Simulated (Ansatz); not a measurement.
Cs3CdBr5 (I4/mcm) from a database of computed structures, relaxed with r2SCAN. It is tetragonal, I4/mcm (No. 140); conventional cell a = 9.633 Å, c = 15.981 Å, 41.19 Å³ an atom. Cs has 8 Br at 3.56–3.82 Å; Cs has 10 Br at 3.99–4.00 Å; Cd has 4 Br at 2.60 Å; Br has 1 Cd at 2.60 Å and 5 Cs at 3.56–3.99 Å; Br has 6 Cs at 3.64–4.00 Å.

The questions ask for values computed with Ansatz 0.2.0 on this geometry. No magnetic order and no zero-point or thermal motion.

Task: What gap does PBE give, and where are the band edges?

Result: PBE gives an indirect gap of 3.13 eV, from M to Γ; the least direct gap is 3.14 eV at Γ. Least and direct gap differ so little that the kind isn't settled.

Task: What does PBE+SOC give for the gap (4×4×4 mesh)?

Result: PBE+SOC gives a direct gap of 3.00 eV at Γ. The gap differs by -0.13 eV from PBE's.

Task: Estimate the gap with r2SCAN on 4×4×4.

Result: The r2SCAN gap is indirect, 3.68 eV (M to Γ), below the direct gap of 3.69 eV at Γ. Least and direct gap differ so little that the kind isn't settled. The gap differs by +0.55 eV from PBE's.

Task: Estimate the gap with HSE06 on 2×2×2.

Result: The HSE06 gap is indirect, 4.31 eV (M to Γ), below the direct gap of 4.33 eV at Γ. Least and direct gap differ so little that the kind isn't settled. The gap differs by +1.18 eV from PBE's.

Task: How does the gap change from PBE to PBE0 (2×2×2)?

Result: The PBE0 gap is indirect, 5.03 eV (M to Γ), below the direct gap of 5.05 eV at Γ. Least and direct gap differ so little that the kind isn't settled. The gap differs by +1.90 eV from PBE's.

Only the levels marked +SOC include spin-orbit coupling.

The meshes of the hybrids are coarse, so their gaps aren't converged to the digits shown.
